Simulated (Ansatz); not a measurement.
Input for Ansatz (plane-wave DFT, PAW):

```yaml
crystal:
  lattice:
    - [-3.50435017, 3.50435017, 2.6415388768]
    - [3.50435017, -3.50435017, 2.6415388768]
    - [3.50435017, 3.50435017, -2.6415388768]
  atoms:
    - { symbol: As, position: [0.875, 0.125, 0.75] }
    - { symbol: As, position: [0.375, 0.125, 0.25] }
    - { symbol: As, position: [0.875, 0.625, 0.75] }
    - { symbol: As, position: [0.875, 0.125, 0.25] }
    - { symbol: Se, position: [0.5, 0.5, 0.0] }
    - { symbol: Se, position: [0.25, 0.75, 0.5] }
basis:
  ecutwfc: 420
kpoints:
  mp_grid: { grid: [8, 8, 8] }
hamiltonian:
  xc: pbesol
scf:
  occupations: { method: gaussian, width: 0.1 }
output:
  forces: true
  stress: true
  eigenvalues: true
  write_density: true
  write_potential: true
  elf: true
  volumetric_format: npy
relax:
  adjacent_minimum: "off"
  f_tol: 0.01
  max_steps: 30
  cell: { stress_tol: 0.1, fix: [volume] }
```

Run as
```bash
ansatz run input.yaml --threads 1 --pin off --max-ram 2560MiB --backend cpu --events-out ev --progress --plain --runs-dir out
```

All numbers below come from Ansatz 0.2.0, DFT PBEsol, scalar-relativistic, plane waves, PAW.

From the run's log, abridged:

```
Pseudopotentials: kind: paw
Pseudopotential: As, paw, valence charge 15, recommended cutoff 420 eV (normal)
Pseudopotential: Se, paw, valence charge 16, recommended cutoff 420 eV (normal)
Functional definition: PBEsol
Crystal: 6 atoms, lattice volume = 129.757 Å³
Basis set: ecut = 420 eV, 2557 PW (Γ), exchange–correlation on 80×80×80 points (8 copies of the dense FFT grid, shifted against one another)
Bands: 56, of which v1, the nominal top of the filled ones, is band 46 counted from 1 (45 counted from 0)
Symmetry: 16 space group operations
Space group: I41/amd (ITA 141), of the structure as read, at distance tolerance 5.1e-5 Å
k-points: 59 of 512
Initial density: superposition of atomic densities (neutral atoms: chi_scale 0, normalization atom), corrected by the library's trained network
Initial wavefunctions: pseudopotential atomic-orbital guess
Functional: x = pbesol(κ = 0.804, μ = 0.12345679), c = pbesol(β = 0.046)
SCF iter   1: F=—  HF=-30100.206016 eV  |F-HF|=—  |Δ(HF+E_count)|=         —  Δρ=2.79e-3  dr2=1.72e-2  ethr=1.77e-3  ⟨swp⟩=6.2  Hψ=11904  notcnv=0  defer=4
SCF iter   2: F=—  HF=-30100.200869 eV  |F-HF|=—  |Δ(HF+E_count)|=   5.15e-3  Δρ=1.55e-3  dr2=4.96e-3  ethr=1.87e-5  ⟨swp⟩=1.2  Hψ=4389  notcnv=0  defer=6
SCF iter   3: F=—  HF=-30100.199804 eV  |F-HF|=—  |Δ(HF+E_count)|=   1.06e-3  Δρ=4.81e-4  dr2=4.83e-4  ethr=5.40e-6  ⟨swp⟩=2.3  Hψ=4164  notcnv=0  defer=6
SCF iter   4: F=—  HF=-30100.199717 eV  |F-HF|=—  |Δ(HF+E_count)|=   8.65e-5  Δρ=1.73e-4  dr2=4.69e-5  ethr=5.26e-7  ⟨swp⟩=3.0  Hψ=5931  notcnv=0  defer=6
SCF iter   5: F=—  HF=-30100.199705 eV  |F-HF|=—  |Δ(HF+E_count)|=   1.22e-5  Δρ=8.35e-5  dr2=1.30e-5  ethr=5.09e-8  ⟨swp⟩=2.4  Hψ=6010  notcnv=0  defer=6
SCF iter   6: F=—  HF=-30100.199703 eV  |F-HF|=—  |Δ(HF+E_count)|=   1.72e-6  Δρ=2.62e-5  dr2=1.08e-6  ethr=1.41e-8  ⟨swp⟩=2.7  Hψ=5260  notcnv=0  defer=6
SCF iter   7: F=-30100.199703 eV  HF=-30100.199703 eV  |F-HF|=3.14e-9  |Δ(HF+E_count)|=   2.93e-8  Δρ=6.19e-6  dr2=6.72e-8  ethr=1.09e-10  ⟨swp⟩=9.5  Hψ=22202  notcnv=0
SCF 1 converged in 7 iterations: F = -30100.199703 eV  dr2 = 6.72e-8
relax step   1: F+E_penalty+E_count = -30100.19970349 eV  Δ(F+E_penalty+E_count) = +0.000e0 eV  max|allowed force component| = 3.180e-18 eV/Å  Δτ_max = 0.0000 Å  P = -2.233 GPa  Ω = 129.757 Å³  fix = [volume]  reactions: volume -2.233 GPa (7 SCF iters, dr2 threshold 1.00e-7 eV, accepted)
Initial density: handed on by an earlier stage of this run
Initial wavefunctions: those handed on with the density
SCF iter   1: F=—  HF=-30100.201406 eV  |F-HF|=—  |Δ(HF+E_count)|=         —  Δρ=3.28e-4  dr2=1.36e-4  ethr=1.33e-7  ⟨swp⟩=3.0  Hψ=16576  notcnv=0
SCF iter   2: F=—  HF=-30100.201389 eV  |F-HF|=—  |Δ(HF+E_count)|=   1.75e-5  Δρ=2.08e-4  dr2=6.57e-5  ethr=1.33e-7  ⟨swp⟩=1.0  Hψ=3304  notcnv=0
SCF iter   3: F=—  HF=-30100.201377 eV  |F-HF|=—  |Δ(HF+E_count)|=   1.15e-5  Δρ=4.42e-5  dr2=4.50e-6  ethr=7.14e-8  ⟨swp⟩=2.0  Hψ=4225  notcnv=0
SCF iter   4: F=—  HF=-30100.201376 eV  |F-HF|=—  |Δ(HF+E_count)|=   1.20e-6  Δρ=2.93e-5  dr2=1.22e-6  ethr=4.89e-9  ⟨swp⟩=2.0  Hψ=6025  notcnv=0
SCF iter   5: F=-30100.201376 eV  HF=-30100.201376 eV  |F-HF|=6.56e-9  |Δ(HF+E_count)|=   1.72e-7  Δρ=5.04e-6  dr2=4.64e-8  ethr=6.31e-10  ⟨swp⟩=9.0  Hψ=22126  notcnv=0
SCF 2 converged in 5 iterations: F = -30100.201376 eV  dr2 = 4.64e-8
relax step   2: F+E_penalty+E_count = -30100.20137602 eV  Δ(F+E_penalty+E_count) = -1.673e-3 eV  max|allowed force component| = 1.446e-18 eV/Å  Δτ_max = 0.0000 Å  P = -2.033 GPa  Ω = 129.757 Å³  energy of the carried Pulay correction = +6.463e-6 eV  fix = [volume]  reactions: volume -2.033 GPa (5 SCF iters, dr2 threshold 5.81e-7 eV, accepted)
SCF iter   1: F=—  HF=-30100.201560 eV  |F-HF|=—  |Δ(HF+E_count)|=         —  Δρ=7.86e-5  dr2=7.24e-6  ethr=6.72e-9  ⟨swp⟩=3.0  Hψ=16078  notcnv=0
SCF iter   2: F=—  HF=-30100.201556 eV  |F-HF|=—  |Δ(HF+E_count)|=   3.40e-6  Δρ=4.96e-5  dr2=3.42e-6  ethr=6.72e-9  ⟨swp⟩=1.0  Hψ=3304  notcnv=0
SCF iter   3: F=—  HF=-30100.201556 eV  |F-HF|=—  |Δ(HF+E_count)|=   5.28e-7  Δρ=9.52e-6  dr2=1.91e-7  ethr=3.72e-9  ⟨swp⟩=2.0  Hψ=4230  notcnv=0
SCF iter   4: F=-30100.201556 eV  HF=-30100.201556 eV  |F-HF|=9.82e-10  |Δ(HF+E_count)|=   4.62e-8  Δρ=6.13e-6  dr2=5.52e-8  ethr=6.39e-11  ⟨swp⟩=9.1  Hψ=21757  notcnv=0
SCF 3 converged in 4 iterations: F = -30100.201556 eV  dr2 = 5.52e-8
relax step   3: F+E_penalty+E_count = -30100.20155557 eV  Δ(F+E_penalty+E_count) = -1.795e-4 eV  max|allowed force component| = 2.241e-18 eV/Å  Δτ_max = 0.0000 Å  P = -2.082 GPa  Ω = 129.757 Å³  energy of the carried Pulay correction = +4.901e-6 eV  fix = [volume]  reactions: volume -2.082 GPa (4 SCF iters, dr2 threshold 5.88e-8 eV, accepted)
Initial wavefunctions: pseudopotential atomic-orbital guess (no wavefunctions were taken with the density)
SCF iter   1: F=—  HF=-30100.201447 eV  |F-HF|=—  |Δ(HF+E_count)|=         —  Δρ=1.53e-4  dr2=6.70e-7  ethr=3.14e-8  ⟨swp⟩=3.0  Hψ=19425  notcnv=0
SCF iter   2: F=—  HF=-30100.201525 eV  |F-HF|=—  |Δ(HF+E_count)|=   7.71e-5  Δρ=7.76e-5  dr2=1.93e-7  ethr=7.28e-10  ⟨swp⟩=1.2  Hψ=3320  notcnv=0
SCF iter   3: F=—  HF=-30100.201552 eV  |F-HF|=—  |Δ(HF+E_count)|=   2.71e-5  Δρ=1.58e-6  dr2=6.96e-9  ethr=2.10e-10  ⟨swp⟩=2.0  Hψ=3791  notcnv=0
SCF iter   4: F=—  HF=-30100.201552 eV  |F-HF|=—  |Δ(HF+E_count)|=   1.74e-9  Δρ=1.19e-6  dr2=3.11e-9  ethr=7.56e-12  ⟨swp⟩=2.0  Hψ=5500  notcnv=0
SCF iter   5: F=—  HF=-30100.201552 eV  |F-HF|=—  |Δ(HF+E_count)|=   1.16e-9  Δρ=5.96e-7  dr2=8.14e-10  ethr=3.38e-12  ⟨swp⟩=1.1  Hψ=3373  notcnv=0
SCF iter   6: F=-30100.201552 eV  HF=-30100.201552 eV  |F-HF|=1.09e-11  |Δ(HF+E_count)|=  2.26e-10  Δρ=1.69e-7  dr2=6.53e-11  ethr=1.00e-12  ⟨swp⟩=5.2  Hψ=14443  notcnv=0
SCF 4 converged in 6 iterations: F = -30100.201552 eV  dr2 = 6.53e-11
SCF converged after 6 iterations
Free energy (F): -30100.201552 eV
Harris-Foulkes:  -30100.201552 eV  (|F-HF|=1.09e-11)
Internal energy: -30100.189660 eV  (E = F + TS)
E sigma→0 (E₀):  -30100.195606 eV
Entropy (-TS):   -0.011892 eV (-1.982 meV/atom)
Fermi energy:    10.127976 eV
--- Per-component energies (eV) ---
  E_band       = -1670.380162
  E_kinetic    = 643.529391
  E_local      = -11127.206168  (includes V_loc(G=0)·N_el)
  E_nonlocal   = -3858.083600
  E_hartree    = 5909.666308
  E_xc         = -520.474319
  E_vxc        = -511.639460  (∫ρ·V_xc dr)
  E_paw        = -10905.007258  (= ΣΔE_a)
  E_vpaw       = 1363.687630  (= ΣTr[D̂ρ^β])
  E_aug_tail   = -0.001173  (compensation charges beyond the density's cutoff)
  E_ewald      = -10248.495457
  E_core_change = 5.882616  (= ΣΔE_core)
  E_smearing   = -0.011892  (= −TS)
--- Forces (eV/Å), atoms counted from 1 ---
  atom   1  As     0.00000000     0.00000000     0.00000000
  atom   2  As     0.00000000     0.00000000     0.00000000
  atom   3  As     0.00000000     0.00000000     0.00000000
  atom   4  As     0.00000000     0.00000000     0.00000000
  atom   5  Se     0.00000000     0.00000000     0.00000000
  atom   6  Se     0.00000000     0.00000000     0.00000000
--- Stress (GPa, compression-positive) ---
       -2.080417       0.000000       0.000000
        0.000000      -2.080417       0.000000
        0.000000       0.000000      -2.085829
  P = ⅓ Tr σ = -2.0822 GPa (-20.822 kbar)
--- Band table (eV; the first three rows and the last of 59) ---
  k-point 0: bands = ["-37.8665", "-37.8664", "-37.8504", "-37.8504", "-37.8502", "-37.8502", "-37.7987", "-37.7979", "-37.7974", "-37.7972", "-26.0255", "-26.0138", "-26.0138", "-26.0003", "-25.9895", "-25.9880", "-25.9880", "-25.9859", "-25.9770", "-25.9719", "-25.9719", "-25.9678", "-25.9546", "-25.9188", "-25.9095", "-25.9095", "-25.8990", "-25.8990", "-25.8952", "-25.8621", "-5.1165", "-2.8955", "-0.3188", "-0.3188", "-0.2789", "1.3824", "4.0832", "4.3603", "5.6679", "5.9746", "5.9746", "7.1744", "7.1744", "7.3776", "7.3776", "9.0419", "12.5377", "13.1807", "13.1807", "13.4492", "14.0903", "14.9305", "15.6759", "15.6759", "16.2586", "16.9771"]
  k-point 1: bands = ["-37.8665", "-37.8664", "-37.8504", "-37.8504", "-37.8502", "-37.8502", "-37.7987", "-37.7980", "-37.7974", "-37.7972", "-26.0248", "-26.0140", "-26.0127", "-26.0000", "-25.9898", "-25.9882", "-25.9877", "-25.9858", "-25.9769", "-25.9721", "-25.9719", "-25.9680", "-25.9529", "-25.9185", "-25.9105", "-25.9087", "-25.9008", "-25.8982", "-25.8957", "-25.8639", "-5.0482", "-2.9896", "-0.4062", "-0.3183", "-0.2734", "1.2758", "4.1018", "4.5444", "5.8168", "5.9983", "6.1148", "6.9942", "7.0220", "7.5203", "7.5475", "9.3990", "12.3126", "12.8061", "13.1254", "13.6177", "13.8191", "14.6854", "15.1020", "15.5035", "16.5030", "16.9380"]
  k-point 2: bands = ["-37.8665", "-37.8664", "-37.8504", "-37.8504", "-37.8503", "-37.8503", "-37.7986", "-37.7981", "-37.7974", "-37.7972", "-26.0228", "-26.0148", "-26.0096", "-25.9993", "-25.9908", "-25.9888", "-25.9868", "-25.9854", "-25.9764", "-25.9728", "-25.9717", "-25.9686", "-25.9479", "-25.9175", "-25.9139", "-25.9068", "-25.9052", "-25.8971", "-25.8956", "-25.8690", "-4.8474", "-3.2639", "-0.5614", "-0.4182", "-0.1398", "1.0091", "4.1794", "4.8593", "5.6710", "6.3313", "6.4278", "6.7497", "7.3250", "7.9112", "7.9339", "9.9074", "11.7778", "11.8164", "12.4133", "13.1224", "14.0082", "14.4352", "14.8357", "15.2502", "16.7794", "16.8976"]
  k-point 58: bands = ["-37.8664", "-37.8664", "-37.8504", "-37.8504", "-37.8502", "-37.8502", "-37.7983", "-37.7983", "-37.7973", "-37.7973", "-26.0086", "-26.0086", "-26.0065", "-26.0065", "-25.9897", "-25.9897", "-25.9852", "-25.9852", "-25.9731", "-25.9731", "-25.9727", "-25.9727", "-25.9097", "-25.9097", "-25.9092", "-25.9092", "-25.9089", "-25.9089", "-25.9071", "-25.9071", "-3.8062", "-3.8062", "-1.0060", "-1.0060", "-0.4721", "-0.4721", "5.5320", "5.5320", "6.8361", "6.8361", "7.6383", "7.6383", "9.4305", "9.4305", "9.7640", "9.7640", "10.4059", "10.4059", "10.5606", "10.5606", "12.7491", "12.7491", "13.6502", "13.6502", "16.6683", "16.6683"]
--- Relaxed structure (3 steps of the walk, 3 accepted, 1 SCFs on fresh bases) ---
  F+E_penalty+E_count = -30100.20155164 eV   max|allowed force component| = 1.446e-18 eV/Å   (the final SCF, on the basis selected at the relaxed cell)
  cell:  # Å, volume = 129.7574 Å³
    - [-3.51526704, 3.51526704, 2.62515743]
    - [3.51526704, -3.51526704, 2.62515743]
    - [3.51526704, 3.51526704, -2.62515743]
  atoms:
    - { symbol: As, position: [0.87499999, 0.12499999, 0.74999999] }
    - { symbol: As, position: [0.375, 0.12500000, 0.25] }
    - { symbol: As, position: [0.875, 0.625, 0.75] }
    - { symbol: As, position: [0.875, 0.12499999, 0.25000000] }
    - { symbol: Se, position: [0.5, 0.5, 0.0] }
    - { symbol: Se, position: [0.25000000, 0.75, 0.5] }
```

The relaxation met its thresholds.

Time: 3.8 min on 1 thread of Intel(R) Xeon(R) Processor @ 2.50GHz (Skylake/Cascade Lake), on a shared host, peak memory 0.64 GiB.